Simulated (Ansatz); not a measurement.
SCF log, WSe2

WSe2 is taken as a measured crystal structure (space group P6_3/mmc), 6 atoms in the cell. Source: COD entry 9012193; it may be a high-temperature, high-pressure or metastable form.

Computed with DFT, r2SCAN, PAW, plane waves, scalar-relativistic in Ansatz.

Input:

```yaml
crystal:
  lattice:
    - [3.282002, 0.0, 0.0]
    - [-1.641001, 2.84229711, 0.0]
    - [0.0, 0.0, 12.96]
  atoms:
    - { symbol: W, position: [0.33333333, 0.66666667, 0.25] }
    - { symbol: W, position: [0.66666667, 0.33333333, 0.75] }
    - { symbol: Se, position: [0.33333333, 0.66666667, 0.6211] }
    - { symbol: Se, position: [0.66666667, 0.33333333, 0.1211] }
    - { symbol: Se, position: [0.33333333, 0.66666667, 0.8789] }
    - { symbol: Se, position: [0.66666667, 0.33333333, 0.3789] }
hamiltonian:
  xc: r2scan
  pseudopotentials: { kind: paw }
basis:
  ecutwfc: 500
kpoints:
  mp_grid: { grid: [7, 7, 2] }
scf:
  occupations: { method: fermi_dirac, width: 0.03 }
  lower_state_search: "off"
output:
  forces: true
  stress: true
  write_density: true
  write_potential: true
  elf: true
  volumetric_format: npy
magnetization:
  spin_polarized: true
```

Launched as:
```sh
ansatz run input.yaml --threads 2 --pin off --max-ram 5120MiB --backend cpu --events-out ev --progress --plain --runs-dir out
```

Output (shortened):

```
Pseudopotentials: kind: paw
Pseudopotential: W, paw, valence charge 14, recommended cutoff 500 eV (meta_gga), W.paw.azcp
Pseudopotential: Se, paw, valence charge 16, recommended cutoff 500 eV (meta_gga), Se.paw.azcp
Functional definition: r2SCAN
Crystal: 6 atoms, lattice volume = 120.896 Å³
Basis set: ecut = 500 eV, 3029 PW (Γ), exchange–correlation on 96×96×384 points (64 copies of the dense FFT grid, shifted against one another)
Bands: 56, of which v1, the nominal top of the filled ones, is band 46 counted from 1 (45 counted from 0)
Symmetry: 24 space group operations
Space group: P63/mmc (ITA 194), of the structure as read, at distance tolerance 4.9e-5 Å
k-points: 16 of 98
Non-local potential: W, projectors of the file, l = 0: 3, l = 1: 2, l = 2: 2, l = 3: 1
Non-local potential: Se, projectors of the file, l = 0: 2, l = 1: 2, l = 2: 3, l = 3: 1
PAW frozen core: W, regenerated for the run's functional (the file was generated under x = pbe(κ = 0.804, μ = 0.2195149727645171), c = pbe(β = 0.06672455060314922))
PAW frozen core: Se, regenerated for the run's functional (the file was generated under x = pbe(κ = 0.804, μ = 0.2195149727645171), c = pbe(β = 0.06672455060314922))
Initial density: superposition of atomic densities (chi_scale 0.1, normalization cell, long waves kept (reshape's long-wave potential 0.04 eV rms))
Initial wavefunctions: pseudopotential atomic-orbital guess
Functional: x = r2scan, c = r2scan; τ floored in thin density (d = 2e-4 eV/Å³)
SCF iter   1: F=-42707.953590 eV  HF=-42711.131862 eV  |F-HF|=3.18e0  |Δ(HF+E_count)|=         —  Δρ=1.70e-2 (↑1.70e-2 ↓1.70e-2)  dr2=4.44e0  dr2_τ=3.94e-2  dr2_m=0.00e0  M=0.000 μB ∫|m|=0.000 μB  β_m=0.30  ethr=3.10e-3  ⟨swp⟩=6.4  Hψ=3290  notcnv=0
preconditioner: auto → Resta (q_TF=auto, 2.607 Å⁻¹)  ε∞=5.6  [insulator: Δε(μ)=1.282 eV  Ē_g=9.482 eV  σ=0.030 eV  W_gap=1.00  n_scr=40 (ndim 8)  ℏωp=20.3 eV  f_vac=0.022  D(μ)=0.00/eV (n_scr^D=0)  ε∞_Penn≈5.6]
spin=Collinear: Resta preconditioning applied to the charge; magnetization (m = ρ↑ − ρ↓) channel mixes plain (no charge-response kernel on spin).
SCF iter   2: F=-42709.989980 eV  HF=-42710.880703 eV  |F-HF|=8.91e-1  |Δ(HF+E_count)|=   2.51e-1  Δρ=1.28e-2 (↑1.28e-2 ↓1.28e-2)  dr2=1.55e0  dr2_τ=4.81e-3  dr2_m=0.00e0  M=0.000 μB ∫|m|=0.000 μB  β_m=0.52  ethr=3.10e-3  ⟨swp⟩=2.0  Hψ=1225  notcnv=0  defer=42
SCF iter   3: F=-42708.523531 eV  HF=-42708.491580 eV  |F-HF|=3.20e-2  |Δ(HF+E_count)|=    2.39e0  Δρ=1.61e-2 (↑1.61e-2 ↓1.26e-2)  dr2=3.01e-1  dr2_τ=4.07e-2  dr2_m=2.04e-1  M=1.872 μB ∫|m|=1.889 μB  ethr=1.68e-3  ⟨swp⟩=2.0  Hψ=1266  notcnv=0  defer=42
Mixer restart at iter 3: flushing history
SCF iter   4: F=-42710.549285 eV  HF=-42710.512851 eV  |F-HF|=3.64e-2  |Δ(HF+E_count)|=         —  Δρ=1.41e-2 (↑1.26e-2 ↓1.41e-2)  dr2=2.77e-1  dr2_τ=3.34e-2  dr2_m=1.68e-1  M=0.000 μB ∫|m|=0.282 μB  β_m=0.52  ethr=3.27e-4  ⟨swp⟩=3.4  Hψ=3629  notcnv=0  defer=83
SCF iter   5: F=-42710.694845 eV  HF=-42710.638221 eV  |F-HF|=5.66e-2  |Δ(HF+E_count)|=   1.25e-1  Δρ=7.47e-3 (↑7.47e-3 ↓6.85e-3)  dr2=6.26e-2  dr2_τ=7.76e-4  dr2_m=4.46e-2  M=0.000 μB ∫|m|=0.205 μB  β_m=0.75  ethr=3.02e-4  ⟨swp⟩=2.1  Hψ=2488  notcnv=0  defer=76
SCF iter   6: F=-42710.672752 eV  HF=-42710.720276 eV  |F-HF|=4.75e-2  |Δ(HF+E_count)|=   8.21e-2  Δρ=2.55e-3 (↑1.49e-3 ↓2.55e-3)  dr2=5.50e-2  dr2_τ=1.81e-3  dr2_m=1.24e-3  M=0.000 μB ∫|m|=0.084 μB  β_m=0.66  ethr=6.81e-5  ⟨swp⟩=2.5  Hψ=3270  notcnv=0  defer=76
Mixer restart at iter 6: flushing history
SCF iter   7: F=-42710.715659 eV  HF=-42710.715546 eV  |F-HF|=1.12e-4  |Δ(HF+E_count)|=         —  Δρ=4.62e-4 (↑4.62e-4 ↓4.62e-4)  dr2=1.66e-3  dr2_τ=5.84e-6  dr2_m=0.00e0  M=0.000 μB ∫|m|=0.000 μB  β_m=0.66  ethr=5.98e-5  ⟨swp⟩=4.4  Hψ=1828  notcnv=0  defer=37
SCF iter   8: F=-42710.715665 eV  HF=-42710.715670 eV  |F-HF|=5.45e-6  |Δ(HF+E_count)|=   1.24e-4  Δρ=2.76e-4 (↑2.76e-4 ↓2.76e-4)  dr2=6.79e-4  dr2_τ=2.32e-6  dr2_m=0.00e0  M=0.000 μB ∫|m|=0.000 μB  β_m=0.83  ethr=1.81e-6  ⟨swp⟩=2.5  Hψ=1572  notcnv=0  defer=37
SCF iter   9: F=-42710.715593 eV  HF=-42710.715886 eV  |F-HF|=2.94e-4  |Δ(HF+E_count)|=   2.16e-4  Δρ=1.35e-4 (↑1.35e-4 ↓1.35e-4)  dr2=2.03e-4  dr2_τ=4.67e-6  dr2_m=0.00e0  M=0.000 μB ∫|m|=0.000 μB  β_m=0.64  ethr=7.38e-7  ⟨swp⟩=2.0  Hψ=1627  notcnv=0  defer=37
SCF iter  10: F=-42710.715797 eV  HF=-42710.715800 eV  |F-HF|=3.20e-6  |Δ(HF+E_count)|=   8.60e-5  Δρ=3.24e-5 (↑3.24e-5 ↓3.24e-5)  dr2=3.99e-6  dr2_τ=5.24e-8  dr2_m=0.00e0  M=0.000 μB ∫|m|=0.000 μB  β_m=0.71  ethr=2.20e-7  ⟨swp⟩=2.0  Hψ=1627  notcnv=0  defer=37
SCF iter  11: F=-42710.715787 eV  HF=-42710.715786 eV  |F-HF|=7.41e-7  |Δ(HF+E_count)|=   1.40e-5  Δρ=1.72e-5 (↑1.72e-5 ↓1.72e-5)  dr2=1.38e-6  dr2_τ=2.16e-8  dr2_m=0.00e0  M=0.000 μB ∫|m|=0.000 μB  β_m=0.86  ethr=4.34e-9  ⟨swp⟩=2.0  Hψ=1563  notcnv=0  defer=37
SCF iter  12: F=-42710.715787 eV  HF=-42710.715788 eV  |F-HF|=3.70e-7  |Δ(HF+E_count)|=   1.20e-6  Δρ=4.80e-6 (↑4.80e-6 ↓4.80e-6)  dr2=1.39e-7  dr2_τ=1.28e-9  dr2_m=0.00e0  M=0.000 μB ∫|m|=0.000 μB  β_m=0.93  ethr=1.50e-9  ⟨swp⟩=2.0  Hψ=1563  notcnv=0  defer=37
SCF iter  13: F=-42710.715787 eV  HF=-42710.715787 eV  |F-HF|=1.61e-9  |Δ(HF+E_count)|=   1.44e-7  Δρ=9.18e-7 (↑9.18e-7 ↓9.18e-7)  dr2=3.36e-9  dr2_τ=3.04e-11  dr2_m=0.00e0  M=0.000 μB ∫|m|=0.000 μB  ethr=1.09e-10  ⟨swp⟩=14.6  Hψ=6649  notcnv=0
SCF 1 converged in 13 iterations: F = -42710.715787 eV  dr2 = 3.36e-9
  greatest PAW one-centre occupation: 1.000 electrons in one spin orbital (limit 2), on the Se atom at site 5 (counted from 0), in its partial waves of l = 2
SCF converged after 13 iterations
Magnetization: 0.0000 μB (46.0000 up, 46.0000 down)
Absolute magnetization: 0.0000 μB (∫|ρ↑−ρ↓|)
Spin contamination: 0.0000 ħ² per cell (⟨S²⟩ above its minimum at these occupations)
Per-site moments (μB) at R_I (Å): [(0.0, 1.0420), (0.0, 1.0420), (0.0, 1.0420), (0.0, 1.0420), (0.0, 1.0420), (0.0, 1.0420)]
Free energy (F): -42710.715787 eV
Harris-Foulkes:  -42710.715787 eV  (|F-HF|=1.61e-9)
Internal energy: -42710.715787 eV  (E = F + TS)
E sigma→0 (E₀):  -42710.715787 eV
Fermi energy:    13.482368 eV
--- Per-component energies (eV) ---
  E_band       = -1758.587572
  E_kinetic    = 1382.716667
  E_local      = -11413.851699  (includes V_loc(G=0)·N_el)
  E_nonlocal   = -2376.598252
  E_hartree    = 5494.345955
  E_xc         = -894.021168
  E_vxc        = -946.447191  (∫ρ·V_xc dr)
  E_paw        = -24887.384582  (= ΣΔE_a)
  E_vpaw       = 559.396461  (= ΣTr[D̂ρ^β])
  E_aug_tail   = -0.000964  (compensation charges beyond the density's cutoff)
  E_vtau       = 47.500607  (kinetic-family band-sum trace: ∫τ·v_τ [+ j·A + Jᵃ·Aᵃ] dr)
  E_ewald      = -10007.686766
  E_core_change = -8.234979  (= ΣΔE_core)
  E_smearing   = -0.000000  (= −TS)
  E_closure    = 0.000000  (closes the sum)
  Σ components = -42710.715787   (vs F -42710.715787, Δ=0.00e0)
--- Forces (eV/Å), atoms counted from 1 ---
  atom   1  W     -0.00000000    -0.00000000     0.00000000
  atom   2  W     -0.00000000     0.00000000    -0.00000000
  atom   3  Se    -0.00000000    -0.00000000     0.06237329
  atom   4  Se    -0.00000000     0.00000000     0.06237329
  atom   5  Se     0.00000000    -0.00000000    -0.06237329
  atom   6  Se     0.00000000     0.00000000    -0.06237329
  max |Σ_I F_I| component: 2.54e-17 eV/Å
--- Stress (GPa, compression-positive) ---
        2.910711       0.000000      -0.000000
       -0.000000       2.910711       0.000000
       -0.000000       0.000000       2.027671
  P = ⅓ Tr σ = 2.6164 GPa (26.164 kbar)
--- Band table (eV; the first three rows and the last of 32) ---
k-point 0 ↑: bands = ["-63.3267", "-63.3267", "-35.8462", "-35.8462", "-35.8462", "-35.8462", "-35.8454", "-35.8454", "-35.8454", "-35.8454", "-35.8167", "-35.8167", "-35.8164", "-35.8164", "-35.8153", "-35.8153", "-35.8150", "-35.8150", "-35.8036", "-35.8033", "-35.8011", "-35.8008", "-26.9755", "-26.9754", "-26.8383", "-26.8383", "-26.8383", "-26.8383", "-3.0936", "-2.8379", "-1.8325", "-1.3997", "5.4290", "6.5716", "9.0966", "10.0456", "10.0456", "10.0643", "10.0643", "11.2151", "11.2151", "11.2726", "11.2726", "11.6820", "11.7425", "12.8903", "15.6802", "15.6802", [...]
k-point 1 ↑: bands = ["-63.3267", "-63.3267", "-35.8462", "-35.8462", "-35.8462", "-35.8462", "-35.8454", "-35.8454", "-35.8454", "-35.8454", "-35.8165", "-35.8165", "-35.8165", "-35.8165", "-35.8151", "-35.8151", "-35.8151", "-35.8151", "-35.8035", "-35.8035", "-35.8009", "-35.8009", "-26.9754", "-26.9754", "-26.8383", "-26.8383", "-26.8383", "-26.8383", "-2.9837", "-2.9837", "-1.6009", "-1.6009", "5.9065", "5.9065", "10.0547", "10.0547", "10.0547", "10.0547", "10.1505", "10.1505", "11.2439", "11.2439", "11.2439", "11.2439", "12.6442", "12.6442", "15.6838", "15.6838", [...]
k-point 2 ↑: bands = ["-63.3244", "-63.3244", "-35.8460", "-35.8460", "-35.8457", "-35.8456", "-35.8452", "-35.8452", "-35.8445", "-35.8444", "-35.8169", "-35.8169", "-35.8166", "-35.8165", "-35.8159", "-35.8156", "-35.8154", "-35.8150", "-35.8031", "-35.8029", "-35.8006", "-35.8003", "-26.9650", "-26.9650", "-26.8877", "-26.8877", "-26.8497", "-26.8497", "-2.7728", "-2.5199", "-1.6573", "-1.2562", "5.8304", "6.9648", "8.7930", "9.1751", "9.2292", "10.1158", "10.3317", "10.3721", "10.7211", "10.7949", "11.0235", "11.7673", "11.8193", "12.3678", "14.9012", "15.3257", [...]
k-point 15 ↓: bands = ["-63.3136", "-63.3136", "-35.8448", "-35.8448", "-35.8434", "-35.8434", "-35.8420", "-35.8420", "-35.8419", "-35.8419", "-35.8188", "-35.8188", "-35.8177", "-35.8177", "-35.8164", "-35.8164", "-35.8163", "-35.8163", "-35.8010", "-35.8010", "-35.7981", "-35.7981", "-27.0475", "-27.0475", "-26.9755", "-26.9755", "-26.9149", "-26.9149", "-0.6418", "-0.6418", "-0.4590", "-0.4590", "6.7441", "6.7441", "7.0089", "7.0089", "8.1805", "8.1805", "8.5171", "8.5171", "9.2045", "9.2045", "10.1378", "10.1378", "12.2774", "12.2774", "14.5983", "14.5983", "15.5257", [...]
```

Gaps of semilocal functionals run low against measured ones.

The run took 27 s on 2 threads of Intel(R) Xeon(R) Processor @ 2.50GHz (Skylake/Cascade Lake) (shared host), peak memory 0.79 GiB.
